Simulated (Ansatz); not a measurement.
**Migration of Zn in ZnSe**

Theory: DFT r2SCAN, scalar-relativistic, plane waves, PAW in Ansatz 0.2.0. Run with 500 eV cutoff, 2×2×2 k-mesh, Gaussian smearing of 0.02 eV, no spin polarisation.

Host crystal, relaxed:

```
Zn Se
1.0
     0.00000    2.83244    2.83244
     2.83244    0.00000    2.83244
     2.83244    2.83244    0.00000
Zn Se
1 1
Cartesian
  0.0000 0.0000 0.0000
  1.4162 1.4162 1.4162
```

In a supercell of 16 host sites with charge -2, Zn trades places with a neighbouring Zn vacancy, moving 4.01 Å between the relaxed ends. Climbing-image nudged elastic band at fixed cell with images 0 (start) to 6 (end), the path measured over all atoms, converged to 0.05 eV/Å; the order of the saddle wasn't checked, and the small cell leaves errors of about a tenth of an eV.

Supercell rows in host cell vectors: 0 -2 2; 0 0 2; -2 0 2. Zn was set at (0.000, 0.000, 0.000) of the host cell.

At the relaxed start Zn has 2 Se at 2.42 Å, 2 Se at 2.54 Å.

(1) How high is the barrier, and where does the atom pass?

## Answers

(1) 1.64 eV at image 3, where Zn has 1 Se at 2.38 Å, 2 Se at 2.75 Å, 2 Se at 2.76 Å.

Cost: 1 run of about 20 core-minutes, on AMD EPYC 9R45 (Zen 5) (shared hosts).